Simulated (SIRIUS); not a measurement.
Consider a self-consistent single point of SnSe (Pnma, 8 atoms in the cell; from Materials Project mp-691, changed as shown).

```yaml
crystal:
  lattice:
    - [11.71466, 0.00000, 0.00000]
    - [0.00000, 4.14401, 0.00000]
    - [0.00000, 0.00000, 4.72114]
  atoms:
    - { symbol: Sn, position: [0.61879, 0.75000, 0.37655] }
    - { symbol: Sn, position: [0.38121, 0.25000, 0.62345] }
    - { symbol: Sn, position: [0.88121, 0.25000, 0.87655] }
    - { symbol: Sn, position: [0.11879, 0.75000, 0.12345] }
    - { symbol: Se, position: [0.14855, 0.25000, 0.50918] }
    - { symbol: Se, position: [0.85145, 0.75000, 0.49082] }
    - { symbol: Se, position: [0.35145, 0.75000, 0.00918] }
    - { symbol: Se, position: [0.64855, 0.25000, 0.99082] }
```

Level of theory: LDA (PW92), GBRV LDA ultrasoft pseudopotentials (plane waves; SIRIUS).

SIRIUS settings:

| setting | value |
|---|---|
| parameters.ngridk | 1 3 3 |
| parameters.xc_functionals | [XC_LDA_X, XC_LDA_C_PW] |
| parameters.gk_cutoff | 6.325 1/bohr |
| parameters.pw_cutoff | 14.143 1/bohr |
| parameters.smearing | fermi_dirac |
| parameters.smearing_width | 0.00183747 Ha |
| potentials | GBRV LDA ultrasoft pseudopotentials |
| parameters.electronic_structure_method | pseudopotential |
| parameters.num_bands | 48 |
| parameters.num_mag_dims | 0 |
| parameters.num_dft_iter | 100 |
| parameters.energy_tol | 1e-07 Ha |
| parameters.density_tol | 1e-06 |
| mixer.type | anderson |
| mixer.beta | 0.3 |
| mixer.use_hartree | true |

Results:

* **Number of valence electrons**: 80
* **Number of bands**: 48
* **Number of k-points after the program's reduction**: 4
* **Number of plane waves (most at a k-point)**: 6622
* **Number of SCF iterations**: 20
* **FFT grid**: 108 × 40 × 45
* **Free energy E − TS**: -11001.6824 eV
* **Pressure**: -3.03 GPa
* **Largest force (vector length)**: 0.315 eV/Å

Forces (eV/Å):
```json
[
 {"atom": "Sn1", "Fx": "0.263", "Fy": "0.000", "Fz": "-0.173"},
 {"atom": "Sn2", "Fx": "-0.263", "Fy": "0.000", "Fz": "0.173"},
 {"atom": "Sn3", "Fx": "-0.263", "Fy": "0.000", "Fz": "-0.173"},
 {"atom": "Sn4", "Fx": "0.263", "Fy": "0.000", "Fz": "0.173"},
 {"atom": "Se5", "Fx": "-0.015", "Fy": "0.000", "Fz": "-0.252"},
 {"atom": "Se6", "Fx": "0.015", "Fy": "0.000", "Fz": "0.252"},
 {"atom": "Se7", "Fx": "0.015", "Fy": "0.000", "Fz": "-0.252"},
 {"atom": "Se8", "Fx": "-0.015", "Fy": "0.000", "Fz": "0.252"}
]
```

Stress (GPa, positive for compression):
```
-2.60   0.00   0.00
 0.00  -2.37   0.00
 0.00   0.00  -4.13
```

For comparison: a first run was changed to give this one (lattice scaled by 0.98), and from it to this one the free energy drops by 45.9 meV/atom, the pressure goes from -5.17 to -3.03 GPa and the largest force goes from 0.658 to 0.315 eV/Å.

The structure comes from a collection of computed structures, made at another level of theory; the collection holds predicted forms beside known ones. Its lattice was then scaled.

Cost on one core: about 50 core-seconds (a rough figure).
